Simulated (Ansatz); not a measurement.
Consider the following.

CrB4:
```xyz
5
Lattice="-1.4144 2.3544 2.7315 1.4144 -2.3544 2.7315 1.4144 2.3544 -2.7315" Properties=species:S:1:pos:R:3 pbc="T T T"
Cr     0.0000     0.0000     0.0000
B      0.0000     0.9221     1.8702
B      1.4144     1.4323     0.8613
B      1.4144     1.4323    -0.8613
B      0.0000     0.9221     3.5927
```

This is the PBEsol-relaxed structure.

Task: All from PBEsol (plane waves, PAW; program Ansatz), unless another level is named. Give the electronic character.

Result: metallic (no gap).

Task: What about the formation energy from the elements (no fitted shifts)?

Result: -0.35 eV/atom.

Task: Next, the density of states at the Fermi level?

Result: 0.09 states/eV per atom (mean over ±0.08 eV).

Space group Immm. The first step of the workflow began from a Materials Project structure, measured or hypothetical; the Crystallography Open Database files this formula in space group No. 71, but the cells were not matched. Whether it is the stable phase at ambient conditions was not checked. The PBEsol relaxation kept the symmetry of its start; whether a distortion lowers the energy is not shown. The run is not spin-polarised. The references are the lowest solids computed at this level, not always the standard phases.

Potentials: the later of the program's two PAW sets.
